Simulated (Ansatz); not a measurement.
Calculated ¹⁷O NMR of the central transition for TlZnSClO4

Cell: a structure deposited in the COD whose atoms were relaxed with PBE, the cell held.

Space group P2_1/c (No. 14); a = 7.2780, b = 9.5510, c = 8.0920 Å, β = 93.97°.

```csv
site,Wyckoff,site symmetry,x,y,z
Zn,4e,1,0.9008,0.2009,0.4660
Tl,4e,1,0.3714,0.0913,0.2144
S,4e,1,0.1115,0.4376,0.2729
Cl,4e,1,0.6190,0.1811,0.5464
O17,4e,1,0.9586,0.3836,0.3711
O21,4e,1,0.1158,0.3575,0.1118
O25,4e,1,0.0603,0.5876,0.2366
O29,4e,1,0.2928,0.4250,0.3625
```

One atom of each set is listed.

Computed with Ansatz: DFT, PBE, plane waves and PAW, scalar-relativistic, 420 eV cutoff, Γ-centred 3×2×3 k-points, Fermi–Dirac smearing 0.02 eV.

¹⁷O has I = 5/2 and Q = -25.58 mb (Pyykkö 2018); at 16.4 T its Larmor frequency is ν₀ = 94.7 MHz. Only the quadrupole interaction is simulated: positions count from each site's isotropic chemical shift, and shift anisotropy, dipolar and J coupling are left out.

(1) Give C_Q, η, the quadrupolar product P_Q = |C_Q|(1 + η²/3)^½, the second-order isotropic shift and the breadth of the pattern (static powder) for each O site.

## Answers

(1) 

```tsv
site	first shell	C_Q (MHz)	η	P_Q (MHz)	δ_QIS (ppm)	breadth (kHz)
O17	1 S at 1.50 Å, 1 Zn at 1.96 Å, angle 134°; also 1 Tl at 3.15 Å	-9.10	0.24	9.18	-56.4	33.1
O21	1 S at 1.51 Å, 1 Zn at 1.97 Å, angle 126°; also 1 Tl at 3.22 Å	-8.73	0.25	8.82	-52.0	30.7
O25	1 S at 1.50 Å, 1 Zn at 2.00 Å, angle 129°; also 1 Zn at 3.14 Å, 1 Tl at 3.19 Å	-8.79	0.25	8.88	-52.7	31.1
O29	1 S at 1.47 Å; also 2 Tl at 2.87–3.02 Å	-8.10	0.09	8.11	-44.0	23.3
```

δ_QIS = −(ν_Q²/30ν₀²)[I(I+1) − 3/4](1 + η²/3) × 10⁶ ppm with ν_Q = 3|C_Q|/[2I(2I−1)]; it falls as 1/B₀² in ppm, and the breadth as 1/B₀ in kHz.

At O17, O21 and O25 V_zz points along the shorter of its two bonds, to S (within 7°) in each case. At O29 V_zz points along its bond to S (within 1°).

The relaxation (7 steps) took 6.9 min of wall time (6.9 min of CPU time) and 1.3 GiB at its peak, on 1 thread of Arm Neoverse V2 (aarch64; 28 cores open to the job, memory cap 3.0 GiB, no GPU), a shared host with a load of 0.4 a core.
